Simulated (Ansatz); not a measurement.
RuSi (FeSi type, space group P2_13)

```
RuSi
1.0
    4.70473     0.00000     0.00000
    0.00000     4.70473     0.00000
    0.00000     0.00000     4.70473
Ru Si
4 4
Direct
  0.12942   0.12942   0.12942
  0.62942   0.37058   0.87058
  0.87058   0.62942   0.37058
  0.37058   0.87058   0.62942
  0.83761   0.83761   0.83761
  0.33761   0.66239   0.16239
  0.16239   0.33761   0.66239
  0.66239   0.16239   0.33761
```

The slice is a {110} plane (indices of the conventional cell) through the point (0.162, 0.338, 0.662) (fractional), spanned by u = [100] and v = [011] in vectors of this cell: u (4.70 Å) and v (6.65 Å, at 90° to u). It covers one period; positions are fractions (u, v).

Method: r2SCAN (plane waves to 500 eV, PAW, scalar-relativistic; Ansatz, an electronic-structure program). k mesh 10×10×10. Near the nuclei the fields are pseudised (PAW); where an atom keeps semicore shells as valence, they peak there. RuSi is run without spin polarisation. RuSi was relaxed with its symmetry unable to fall.

### Question
Predict the map of the electrostatic potential energy of an electron, from the cell's mean on the slice.

### Answer
```
|xxxxxxxx44887755445577888844xxxxxx|
|xxxxxxxx66888866555566888866xxxxxx|
|xxxxxx5588885522xxxx1155888855xxxx|
|44556688886600xxxxxxxx006688886644|
|888888887733xxxxxxxxxxxx4488999988|
|888888887722xxxxxxxxxxxx3388999988|
|556677887733xxxxxxxxxxxx4488997766|
|33447788886600xxxxxxxx116688775533|
|2244668899885511xxxx11558888774422|
|3344556677888877666677888888775533|
|4433221133557788888888888888776655|
|44xxxxxxxxxx5588999988887788888877|
|22xxxxxxxxxx1177999977666677889977|
|00xxxxxxxxxx0066888866555566888877|
|11xxxxxxxxxx1177887755333355778877|
|44xxxxxxxxxx4477887755333355778877|
|773300xx11446666665544444466889999|
|8877666666553300000033556688999999|
|888888887733xxxxxxxx00337799999988|
|334466886600xxxxxxxxxx117799886644|
|xxxxxx554400xxxxxxxxxx00668855xxxx|
|xxxxxxxx3300xxxxxxxxxx006666xxxxxx|
|xxxxxxxx3322xxxxxxxxxx336644xxxxxx|
|xxxxxxxx33553300xx0033777733xxxxxx|
```
Scale: ten equal steps from 5.00 (start of '0') to 13.72 (end of '9'), in the order '0123456789'. Values: electrostatic potential energy of an electron, from the cell's mean, in eV. The map has 17 points along u (two characters each, u = 0 at the left) and 24 along v (v = 0 in the bottom row). Points within 1 Å of a nucleus are blanked (x), as the pseudised field means little there. Values under 5 eV are set to 5. The zero, the cell's mean, hangs on the PAW cores.
